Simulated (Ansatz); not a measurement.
Consider the following.

GaGe$_{16}$Si$_{15}$:
Space group Cm (No. 8); a = 11.229 Å, b = 15.874 Å, c = 9.717 Å, α = γ = 90.00°, β = 125.28°

```csv
atom,site,symmetry,x,y,z
Ga,2a,m,0.2499,0.0000,0.2491
Ge,4b,1,0.4994,0.2498,0.7496
Ge,2a,m,0.2548,0.5000,0.2547
Ge,2a,m,0.4997,0.0000,0.0007
Ge,4b,1,0.3733,0.1281,0.0013
Ge,4b,1,0.1247,0.3741,0.4983
Ge,4b,1,0.3743,0.3760,0.9987
Ge,4b,1,0.1262,0.1246,0.5017
Ge,2a,m,0.4993,0.5000,0.7509
Ge,4b,1,0.2511,0.2502,0.2503
Ge,2a,m,0.4987,0.0000,0.7449
Si,4b,1,0.2504,0.2495,0.5000
Si,2a,m,0.0012,0.0000,0.0015
Si,4b,1,0.3741,0.1247,0.2508
Si,4b,1,0.1241,0.1253,0.7503
Si,4b,1,0.3763,0.3750,0.2507
Si,4b,1,0.1245,0.3747,0.7485
Si,4b,1,0.0005,0.2489,0.0001
Si,2a,m,0.2489,0.0000,0.4973
Si,2a,m,0.2497,0.5000,0.5005
```
(The calculation used a cell of 32 atoms; values per cell refer to that cell.)

This is the PBE-relaxed structure.

**Question.** All from plane-wave PAW PBE (Ansatz code), unless another level is named. Estimate the electronic character.

**Answer.** metallic (no gap).

**Question.** What about the formation energy from the elements (no fitted shifts)?

**Answer.** 0.038 eV/atom.

**Question.** Predict the density of states at the Fermi level.

**Answer.** 0.12 states/eV per atom (mean over ±0.08 eV).

The start of the workflow was typed in or built on a structure type; neither database checked (COD, Materials Project) lists it. Whether it is the stable phase at ambient conditions was not checked. The PBE relaxation kept the symmetry of its start; whether a distortion lowers the energy is not shown. The references are the lowest solids computed at this level, not always the standard phases. Scalar-relativistic: spin–orbit coupling is off unless named, which matters more the heavier the elements.

Potentials: the later of the program's two PAW sets.
